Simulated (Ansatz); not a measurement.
PtS2:
```xyz
3
Lattice="3.5508 0.0000 0.0000 -1.7754 3.0751 0.0000 0.0000 0.0000 5.2026" Properties=species:S:1:pos:R:3 pbc="T T T"
Pt     0.0000     0.0000     0.0000
S      0.0000     2.0501     1.2256
S      1.7754     1.0250     3.9770
```

Relaxed with r²SCAN+D4.

Problem. Give the Bader charges and basin volumes of the independent atoms, the program Ansatz at the r²SCAN+D4 level (PAW).

Solution. 

```tsv
atom	Bader charge (e)	Bader volume (Å³)
Pt1	+0.53	16.0
S2	-0.27	20.4
```

Space group P-3m1 (CdI2 type). Symmetry was held in the r²SCAN+D4 relaxation. The run is not spin-polarised. Scalar-relativistic: spin–orbit coupling is off unless named, which matters more the heavier the elements.

Potentials: the later of the program's two PAW sets.
